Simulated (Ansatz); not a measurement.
Here is the system:

Relaxed La (dhcp type, space group P6_3/mmc):

```yaml
crystal:
  lattice:
    - [3.78558, 0.00000, 0.00000]
    - [-1.89279, 3.27841, 0.00000]
    - [0.00000, 0.00000, 12.03275]
  atoms:
    - { symbol: La, position: [0.00000, 0.00000, 0.00000] }
    - { symbol: La, position: [0.00000, 0.00000, 0.50000] }
    - { symbol: La, position: [0.33333, 0.66667, 0.25000] }
    - { symbol: La, position: [0.66667, 0.33333, 0.75000] }
```

In this cell atom 3 (La, nearest neighbour La at 3.718 Å; its periodic images, 3.8 Å or more away, move with it) is moved by s along Cartesian [110], unit vector (0.707, 0.707, 0.000); all other atoms and the cell stay fixed.

These are r2SCAN (plane waves to 500 eV, PAW, scalar-relativistic; Ansatz, a program for electronic structure) values and carry that method's errors. k mesh 11×11×3 (Γ-centred), Fermi-Dirac smearing 0.05 eV. Energies are smeared free energies. With partly filled bands, energies and forces of such displacements shift with the k mesh and the smearing. La is run without spin polarisation. La was relaxed with its symmetry unable to fall. ΔE is measured from the undisplaced structure.

The scan covers s from -0.740 to 0.740 Å in 11 points.

Is this a single well or a double well?

A single well with its minimum at or next to zero displacement.

Is the energy the same for displacements of ±0.740 Å, and if not, which side lies higher?

Not even: the positive side lies higher at ±0.740 Å. With its periodic images moving along, the atom's site symmetry in this cell is -6m2.

What force acts on the atom along the line at s = -0.740 Å?

0.286 eV/Å.

What is the energy change at s = 0.740 Å?

130 meV/cell.

What is the force constant k = d²E/ds² of this move at s = 0?

0.33 eV/Å².

(For displaced atoms, the force is minus the slope of the energy, and its curvature is a force constant, which sets phonon frequencies.)
